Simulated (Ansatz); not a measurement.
TiTeSe:
```
CELL_PARAMETERS angstrom
      3.66279     0.00000     0.00000
     -1.83140     3.17207     0.00000
      0.00000     0.00000     6.48935
ATOMIC_POSITIONS crystal
  Ti 0.00000 0.00000 0.97845
  Te 0.66667 0.33333 0.25805
  Se 0.33333 0.66667 0.76351
```

This is the r²SCAN+D4-relaxed structure.

### Question
All from plane-wave PAW r²SCAN+D4 (Ansatz code), unless another level is named. Give the highest zone-centre frequency.

### Answer
305 cm⁻¹.

### Question
Next, the bulk modulus (Birch–Murnaghan fit)?

### Answer
23.9 GPa.

Space group P3m1. The workflow started from a Materials Project entry (that database holds measured and hypothetical structures alike); the Crystallography Open Database copy checked does not list it. Its standing as an ambient phase is unchecked. The cell was relaxed with r²SCAN+D4 under the symmetry of its start; whether a distortion lowers the energy is not shown. No spin polarisation was allowed. As this level gives no gap, phonon frequencies hold no LO–TO term and depend on the k-mesh and smearing (Fermi–Dirac, 0.1 eV here). Scalar-relativistic: spin–orbit coupling is off unless named, which matters more the heavier the elements.

Potentials: the later of the program's two PAW sets.
